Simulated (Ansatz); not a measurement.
SiGe:
```xyz
8
Lattice="3.9280 0.0000 0.0000 0.0000 3.9257 0.0000 0.0000 0.0000 11.0988" Properties=species:S:1:pos:R:3 pbc="T T T"
Si     0.9820     0.0000     3.5431
Si     0.9820     1.9628     4.8786
Si     2.9460     1.9628     6.2202
Si     2.9460     0.0000     7.5557
Ge     0.9820     0.0000     8.9389
Ge     0.9820     1.9628    10.3816
Ge     2.9460     1.9628     0.7173
Ge     2.9460     0.0000     2.1599
```

The program Ansatz at the r²SCAN level (PAW) gives a gap of 0.55 eV without spin–orbit coupling, maximum at Γ, minimum at Z.

**Question.** What happens when spin–orbit coupling is switched on?

**Answer.** The gap falls by 0.05 eV, to 0.50 eV; maximum at Γ, minimum at Z.

**Question.** Give the electron effective mass with spin–orbit coupling.

**Answer.** 0.15, 0.28, 3.1 mₑ (principal values).

**Question.** Give the hole effective mass with spin–orbit coupling.

**Answer.** 0.093, 0.21, 0.24 mₑ (principal values).

Space group Pmma. The start of the workflow was typed in or built on a structure type; neither database checked (COD, Materials Project) lists it. Its standing as an ambient phase is unchecked. Symmetry was held in the r²SCAN relaxation; whether a distortion lowers the energy is not shown.

Potentials: the later of the program's two PAW sets.
